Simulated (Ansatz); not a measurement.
**Au (P6_3/mmc), generalised stacking fault**

All numbers below come from DFT PBEsol, scalar-relativistic, plane waves, PAW (Ansatz). The runs took a 420 eV cutoff, a Γ-centred 24×24×6 mesh and Gaussian smearing (0.15 eV). Spin–orbit coupling is left out, which can shift energies with elements as heavy as these. No spin polarisation. Energies are free energies at this smearing, counted from the undisturbed cell; pressure is positive in compression.

The undisturbed cell (relaxed at this level; this form isn't the usual structure):

```xyz
4
Lattice="-1.4326 -2.4813 0.0000 1.4326 -2.4813 0.0000 0.0000 0.0000 9.5812" Properties=species:S:1:pos:R:3 pbc="T T T"
Au    0.0000   -3.3084    1.1976
Au    0.0000   -3.3084    5.9882
Au    0.0000   -1.6542    8.3835
Au    0.0000   -1.6542    3.5929
```

The cut lies on the cell's a–b face, a (0 0 1) plane (indices in the standard cell, whose axes needn't be the Cartesian ones shown) of area 7.11 Å², between layers 2.40 Å apart. Vector c is tilted by f times 1·a + 0·b (length 2.865 Å) with the atoms' Cartesian places fixed: one unrelaxed fault a cell. The cell is metallic on the mesh throughout.

Q: Over the sampled range (0.0000 to 0.5000), is the undisturbed cell the lowest point?

A: Yes, every other sampled point lies higher.

The scan:

```
     f  γ (mJ/m²)
0.0000          0
0.1000         31
0.2000        124
0.3000        268
0.4000        405
0.5000        462
```

Cost: 6 runs of about 23 core-minutes in all, on Arm Neoverse V1 (shared hosts).